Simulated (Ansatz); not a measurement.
# Cs (simple cubic): energy against volume

Level of theory: DFT, PBEsol, plane waves (420 eV) with PAW, scalar-relativistic in Ansatz 0.2.0. (PAW data from PBE, frozen cores regenerated.)

The cell is scaled uniformly from the relaxed one, with fractional coordinates and shape fixed. Energies are extrapolated to zero smearing, pressures are those at the given smearing. Magnetic state: spin not included.

A Birch-Murnaghan fit gives V₀ = 120.01 Å³/atom, B₀ = 1.7 GPa, B₀′ = 3.4.

Task: What are the energy above the minimum and the pressure at 104.970 Å³/atom?

Result: 12.2 meV/atom and 0.24 GPa as computed.

Task: What are the energy above the minimum and the pressure at 109.741 Å³/atom?

Result: 5.4 meV/atom and 0.15 GPa as computed.

Task: What are the energy above the minimum and the pressure at 124.055 Å³/atom?

Result: 0.7 meV/atom and -0.06 GPa as computed.
